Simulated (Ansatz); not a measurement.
NbH:
```yaml
crystal:
  lattice:
    - [1.82743, -2.38979, 0.00000]
    - [1.82743, 2.38979, 0.00000]
    - [0.00000, 0.00000, 4.78186]
  atoms:
    - { symbol: Nb, position: [0.75000, 0.25000, 0.26762] }
    - { symbol: Nb, position: [0.25000, 0.75000, 0.73238] }
    - { symbol: H, position: [0.25000, 0.25000, 0.00000] }
    - { symbol: H, position: [0.75000, 0.75000, 0.00000] }
```

Relaxed with r²SCAN. Special points in fractions of this cell's reciprocal vectors: Γ (0.000, 0.000, 0.000); Y (-0.500, 0.500, 0.000); C0 (-0.396, 0.604, 0.000); Σ0 (0.396, 0.396, 0.000); Z (0.000, 0.000, 0.500); A0 (0.396, 0.396, 0.500); E0 (-0.396, 0.604, 0.500); T (-0.500, 0.500, 0.500); S (0.000, 0.500, 0.000); R (0.000, 0.500, 0.500).

Problem. List the band energies nearest the Fermi level at these points for r²SCAN (plane waves, PAW; program Ansatz).

Solution. In eV from the Fermi level; about four levels below and three above (degenerate sets whole), none deeper than 8.9 eV; points with the same levels are listed once.

| k | below | above |
|---|---|---|
| Γ | -4.33 -1.73 -0.89 -0.78 | 0.35 1.34 2.91 2.91 |
| Y | -5.53 -4.36 -4.16 -0.87 | 2.05 2.63 2.77 |
| C0 | -6.13 -3.74 -3.41 -1.28 | 1.54 2.03 2.28 |
| Z | -4.86 -4.52 -2.22 -2.19 | 0.09 1.02 1.48 |
| A0 | -2.67 -2.44 -2.12 -1.93 | 1.61 1.62 2.61 |
| T | -3.23 -3.17 -2.23 -0.82 | 0.23 1.04 4.40 |
| S | -2.68 -2.68 -1.27 -1.27 | 1.58 1.58 2.32 2.32 |
| R | -2.12 -2.12 -0.69 -0.69 | 1.54 1.54 2.89 2.89 |

Space group Cmme. The workflow started from a Materials Project entry (that database holds measured and hypothetical structures alike); the Crystallography Open Database copy checked does not list it. Whether it is the stable phase at ambient conditions was not checked. Symmetry was held in the r²SCAN relaxation; its stability against distortions is not shown here. The run is not spin-polarised. Spin–orbit coupling is left out wherever it is not named.

Potentials: the later of the program's two PAW sets.
